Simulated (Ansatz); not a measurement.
Li4Ge2B in space group R3m (No. 160; Pearson symbol hR7), the program Ansatz at the r²SCAN level (PAW), all energies at zero smearing, with the estimated change up to a 700 eV cutoff added, with one set of potentials and settings (totals compare only within such a set). Cell of 7 atoms (2 Ge, 1 B, 4 Li): -9582.723 eV.

```json
[
 {"element": "Ge", "reference phase": "Fd-3m, 2 atoms in the cell", "E (eV/atom)": "-4302.9041"},
 {"element": "B", "reference phase": "R-3m, 12 atoms in the cell", "E (eV/atom)": "-156.5544"},
 {"element": "Li", "reference phase": "Fm-3m, 1 atoms in the cell", "E (eV/atom)": "-205.1371"}
]
```

Formation energy per atom, worked out: (-9582.723 − 2×(-4302.9041) − 1×(-156.5544) − 4×(-205.1371))/7 = 0.027 eV/atom (3 kJ per mol of atoms), at 0 K, without zero-point energy or fitted corrections.

The workflow started from an entry of the Crystallography Open Database (COD, 293 K). Whether it is the stable phase at ambient conditions was not checked. The cell was relaxed with r²SCAN under the symmetry of its start; its stability against distortions is not shown here. The references are the lowest solids computed at this level, not always the standard phases.

Potentials: the later of the program's two PAW sets.
